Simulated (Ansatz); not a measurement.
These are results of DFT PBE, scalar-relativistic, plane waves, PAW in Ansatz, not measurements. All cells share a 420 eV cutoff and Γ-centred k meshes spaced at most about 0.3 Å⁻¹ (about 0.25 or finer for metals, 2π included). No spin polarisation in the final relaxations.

All energies are static (0 K, no zero-point motion).

Compare these two cells of Nb2SiB2, each relaxed at this level.

1.

```cif
data_structure
_symmetry_space_group_name_H-M 'P-3m1'
_symmetry_Int_Tables_number 164
_cell_length_a 4.0675
_cell_length_b 4.0675
_cell_length_c 4.6179
_cell_angle_alpha 90.000
_cell_angle_beta 90.000
_cell_angle_gamma 120.000
_cell_volume 66.17
loop_
_atom_site_label
_atom_site_type_symbol
_atom_site_symmetry_multiplicity
_atom_site_Wyckoff_symbol
_atom_site_fract_x
_atom_site_fract_y
_atom_site_fract_z
_atom_site_occupancy
Nb1 Nb 2 d 0.33333 0.66667 0.24212 1
Si1 Si 1 b 0.00000 0.00000 0.50000 1
B1 B 2 d 0.33333 0.66667 0.74859 1
```

2.

```cif
data_structure
_symmetry_space_group_name_H-M 'I4/mmm'
_symmetry_Int_Tables_number 139
_cell_length_a 2.8968
_cell_length_b 2.8968
_cell_length_c 14.9250
_cell_angle_alpha 90.000
_cell_angle_beta 90.000
_cell_angle_gamma 90.000
_cell_volume 125.24
loop_
_atom_site_label
_atom_site_type_symbol
_atom_site_symmetry_multiplicity
_atom_site_Wyckoff_symbol
_atom_site_fract_x
_atom_site_fract_y
_atom_site_fract_z
_atom_site_occupancy
Nb1 Nb 4 e 0.00000 0.00000 0.37702 1
Si1 Si 2 a 0.00000 0.00000 0.00000 1
B1 B 4 d 0.00000 0.50000 0.25000 1
```

**Question.** Which is lower in energy, and by how much?

**Answer.** Cell 2 is lower, by 121 meV/atom. Cell 1 has space group P-3m1 (No. 164), 13.2 Å³/atom and no gap on its mesh; cell 2 has space group I4/mmm (No. 139), 12.5 Å³/atom and no gap. The shortest distance is 2.28 Å (Nb–B) in cell 1 and 2.05 Å (B–B) in cell 2. The denser one is the lower, and pressure would at first widen the difference. In cell 1, Nb is surrounded by 5 B at 2.28–2.35 Å and 3 Si at 2.63 Å; around Si lie 6 B at 2.61 Å and 6 Nb at 2.63 Å; B has 5 Nb at 2.28–2.35 Å and 3 Si at 2.61 Å. In cell 2, Nb has 4 B at 2.39 Å, 4 Si at 2.75 Å and 4 Nb at 2.90 Å; Si is surrounded by 8 Nb at 2.75 Å and 4 Si at 2.90 Å; B is surrounded by 4 B at 2.05 Å and 4 Nb at 2.39 Å. Both come from invented guesses.

Cells relaxed within their symmetry can be saddle points.
